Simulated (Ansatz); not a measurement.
V (dhcp): energy against volume

Theory: Ansatz 0.2.0, DFT, LDA (PW92), plane waves (420 eV) with PAW, scalar-relativistic. The PAW files were generated under PBE, with cores re-solved for the functional.

The cell is scaled uniformly from the relaxed one, with fractional coordinates and shape fixed. Energies are extrapolated to zero smearing, pressures are those at the given smearing. Magnetic state: spin not included.

A Birch-Murnaghan fit gives V₀ = 12.89 Å³/atom, B₀ = 199 GPa, B₀′ = 3.7.

Task: What are the energy above the minimum and the pressure at 11.874 Å³/atom?

Result: 56.5 meV/atom and 19.36 GPa as computed.

Task: What are the energy above the minimum and the pressure at 13.939 Å³/atom?

Result: 47.1 meV/atom and -13.12 GPa as computed.

Task: What are the energy above the minimum and the pressure at 14.455 Å³/atom?

Result: 98.7 meV/atom and -18.02 GPa as computed.
